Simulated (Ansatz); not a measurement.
# Work and stress of cleavage in V$_{5}$S$_{4}$

All numbers below come from DFT PBEsol, scalar-relativistic, plane waves, PAW in Ansatz 0.2.0. Cutoff 420 eV, Γ-centred 13×6×3 k-points, Gaussian smearing of 0.15 eV. No spin polarisation. Energies are free energies at this smearing, counted from the undisturbed cell; pressure is positive in compression.

The undisturbed cell (relaxed at this level; it needn't be the usual structure):

```
V S
1.0
     0.00000    0.00000   -3.11570
    -4.42883   -4.42883   -1.55785
    -8.85765    8.85765    0.00000
V S
10 8
Direct
  0.96029 0.07942 0.41107
  0.46029 0.07942 0.91107
  0.16107 0.67786 0.28971
  0.66107 0.67786 0.78971
  0.03971 0.92058 0.08893
  0.53971 0.92058 0.58893
  0.83893 0.32214 0.21029
  0.33893 0.32214 0.71029
  0.00000 0.00000 0.75000
  0.50000 0.00000 0.25000
  0.89491 0.21017 0.58262
  0.39491 0.21017 0.08262
  0.33262 0.33475 0.35509
  0.83262 0.33475 0.85509
  0.10509 0.78983 0.91738
  0.60509 0.78983 0.41738
  0.66738 0.66525 0.14491
  0.16738 0.66525 0.64491
```

The cut lies on the cell's a–b face, a (-1 -1 0) plane (indices in the standard cell, whose axes needn't be the Cartesian ones shown) of area 19.51 Å², between layers 2.07 Å apart. Vector c is lengthened by d along the normal with the atoms' Cartesian places fixed: one unrelaxed cut a cell. The traction is positive where the two halves pull on each other.

```csv
d (Å),energy (J/m²),traction (GPa)
0.00,0.00,-0.1
0.50,0.79,20.8
1.00,1.65,12.6
2.00,2.30,2.7
3.00,2.44,0.6
6.00,2.47,0.0
```

Task: What are the work of separation and the cleavage stress, and do they fit the universal binding curve?

Result: The energy levels off near W ≈ 2.47 J/m² (the traction is down to 0.0 GPa), the energy of the two unrelaxed faces, 1.24 J/m² each on average. The largest sampled traction is 20.8 GPa at d = 0.50 Å, and a parabola through it and its two neighbours peaks at σ_max ≈ 21.5 GPa, d ≈ 0.61 Å. The curve E = W[1 − (1 + d/ℓ)exp(−d/ℓ)] peaks in traction at d = ℓ with σ_max = W/(eℓ); with 1 J/m² per Å = 10 GPa this W and σ_max give ℓ = 0.42 Å. A parabola through that curve at the same three d peaks at 0.61 Å, against 0.61 Å here, a fair fit. Real crystals break at far lower stress, because cracks concentrate it, and on the plane of lowest W, which needn't be this one.

The cut is rigid; relaxing the faces lowers these energies and usually the stresses.

In a metal these slopes depend on the k mesh and the smearing.

Cost: 6 runs of about 20 core-minutes in all, on Intel Xeon (Skylake/Cascade Lake) (shared hosts).